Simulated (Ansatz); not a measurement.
WC2:
```
CELL_PARAMETERS angstrom
      3.23193     0.00000     0.00000
     -1.61597     2.79894     0.00000
      0.00000     0.00000     9.09688
ATOMIC_POSITIONS crystal
  W  0.33333 0.66667 0.25000
  W  0.66667 0.33333 0.75000
  C  0.33333 0.66667 0.84218
  C  0.66667 0.33333 0.34218
  C  0.66667 0.33333 0.15782
  C  0.33333 0.66667 0.65782
```

Relaxed with LDA.

Problem. Decompose the optical modes at the zone centre into irreducible representations, and say which are infrared and Raman allowed.

Solution. Point group 6/mmm: Γ_opt = A1g + A2u + 2B1g + B2u + E1g + E1u + 2E2g + E2u. Infrared: A2u, E1u. Raman: A1g, E1g, E2g.

Problem. Assign frequencies (DFPT, DFT-LDA in the program Ansatz with PAW potentials).

Solution. E1g 409i, E2u 405i, E2g 14i, B1g 38, B1g 445, A2u 461, E2g 641, E1u 650, B2u 691, A1g 692 cm⁻¹.

Subscripts of B labels follow the axes of the standard setting.

Space group P6_3/mmc. The start of the workflow was typed in or built on a structure type; neither database checked (COD, Materials Project) lists it. Whether it is the stable phase at ambient conditions was not checked. The cell was relaxed with LDA under the symmetry of its start. At this level the phase is dynamically unstable (imaginary phonons). No spin polarisation was allowed. Its formation energy is positive at this level, so the cell may be metastable or incomplete. A crystal of weakly bound layers computed without a dispersion correction: the cell and the soft elastic constants depend strongly on that. As this level gives no gap, phonon frequencies hold no LO–TO term and depend on the k-mesh and smearing (Fermi–Dirac, 0.1 eV here). Scalar-relativistic: spin–orbit coupling is off unless named, which matters more the heavier the elements.

Potentials: the earlier of the program's two PAW sets. The files were generated under PBE; for other functionals the program regenerates the frozen cores, and for LDA and PBEsol the local potential too.
